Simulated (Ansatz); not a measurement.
TiO2 (rutile)

```xyz
6
Lattice="4.5916 0.0000 0.0000 0.0000 4.5916 0.0000 0.0000 0.0000 2.9391" Properties=species:S:1:pos:R:3 pbc="T T T"
Ti     0.0000     0.0000     0.0000
Ti     2.2958     2.2958     1.4696
O      1.3978     1.3978     0.0000
O      3.6936     0.8980     1.4696
O      0.8980     3.6936     1.4696
O      3.1938     3.1938     0.0000
```

The slice is a (-1 2 0) plane (indices of the conventional cell) through the point (0.000, 0.000, 0.000) (fractional), spanned by u = [001] and v = [210] in vectors of this cell: u (2.94 Å) and v (10.27 Å, at 90° to u). It covers one period; positions are fractions (u, v).

Method: PBEsol (plane waves to 420 eV, PAW, scalar-relativistic; Ansatz, a program for electronic structure). k mesh 7×7×11. Inside the PAW spheres the values are not all-electron values, and peaks at nuclei hang on which shells count as valence. The PAW data are Ansatz's earlier set. TiO2 is run without spin polarisation. TiO2 was relaxed with its symmetry unable to fall.

Q: Sketch the electrostatic potential energy of an electron, from the cell's mean on this plane as a map.

A: 
```
|xxxx    --    xx|
|      ==++==    |
|  ::++######++::|
|xxxx**######**xx|
|xxxx**++==++**xx|
|**++==      ==++|
|##++::      ::++|
|**++::      ::++|
|####++::  ::++##|
|%%%%%%##++##%%%%|
|@@@@@@@@@@@@@@@@|
|@@@@@@@@@@@@@@@@|
|@@@@@@@@@@@@@@@@|
|%%%%%%##++##%%%%|
|####++::  ::++##|
|**++::      ::++|
|##++::      ::++|
|**++==      ==++|
|xxxx**++==++**xx|
|xxxx**######**xx|
|  ::++######++::|
|      ==++==    |
|xxxx    --    xx|
|xxxxxx  ::  xxxx|
```
Scale: ten equal steps from 3.00 (start of ' ') to 11.04 (end of '@'), in the order ' .:-=+*#%@'. Values: electrostatic potential energy of an electron, from the cell's mean, in eV. The map has 8 points along u (two characters each, u = 0 at the left) and 24 along v (v = 0 in the bottom row). Points within 0.8 Å of a nucleus are blanked (x), as the pseudised field means little there. Values under 3 eV are set to 3. The zero, the cell's mean, hangs on the PAW cores.
